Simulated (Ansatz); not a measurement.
MoSi2 (MoSi2 type, space group I4/mmm)

```yaml
crystal:
  lattice:
    - [-1.60846, 1.60846, 3.93652]
    - [1.60846, -1.60846, 3.93652]
    - [1.60846, 1.60846, -3.93652]
  atoms:
    - { symbol: Mo, position: [0.00000, 0.00000, 0.00000] }
    - { symbol: Si, position: [0.33511, 0.33511, 0.00000] }
    - { symbol: Si, position: [0.66489, 0.66489, 0.00000] }
```

This relaxed cell (volume V₀) is scaled evenly in all directions, its shape held. The atoms relax within the cell's symmetry.

Level of theory: PBE (plane waves to 420 eV, PAW, scalar-relativistic; Ansatz, a first-principles code). k mesh 20×20×20 (Γ-centred), Fermi-Dirac smearing 0.05 eV. E stands for the smeared free energy. Stress and pressure are positive under compression. With the shape held, the modulus is that of even scaling; a crystal free to change shape is softer. MoSi2 is run without spin polarisation. MoSi2 was relaxed with its symmetry unable to fall. ΔE is measured from the relaxed starting cell.

The scan covers V/V₀ from 0.940 to 1.060 in 13 points.

Task: What is the fitted pressure derivative B₀′?

Result: 4.5.

Task: What bulk modulus at fixed cell shape B₀ follows from a third-order Birch-Murnaghan fit?

Result: 205 GPa.

(A scan under strain: stresses follow from slopes of the energy per volume, elastic moduli from its curvatures.)
